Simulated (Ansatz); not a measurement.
Space group R-3m:H (No. 166). a = 3.808 Å, b = 3.808 Å, c = 10.838 Å, α = 90.00°, β = 90.00°, γ = 120.00°
```tsv
atom	site	symmetry	x	y	z
As	6c	3m	0.0000	0.0000	0.7738
```

Equation of state of this As structure (not necessarily the ground state), with shape and atoms relaxed at each volume where symmetry leaves them free. It has no gap at any of these volumes. All numbers below come from DFT PBE, scalar-relativistic, plane waves, PAW in Ansatz 0.2.0.

Plane waves to 420 eV, a k mesh through Γ of 12×12×12 on the computed 2-atom cell and Gaussian smearing (0.10 eV); no spin polarisation.

| V (Å³/atom) | E − E(largest V) (meV/atom) | P (GPa) |
| --- | --- | --- |
| 21.319 | 4.37 | 2.27 |
| 21.999 | -2.23 | 0.92 |
| 22.679 | -4.04 | 0.01 |
| 23.360 | -2.80 | -0.62 |
| 24.040 | 0.00 | -0.75 |

Task: Fit a third-order Birch–Murnaghan equation to E(V).

Result: V0 = 22.68 Å³/atom, B0 = 23 GPa, B0' = 16.9. B0' is unusual or poorly fixed by this range.

Cost: 5 runs of about 7.8 core-minutes in all, on Intel Xeon Processor @ 2.50GHz (Skylake/Cascade Lake) (shared hosts).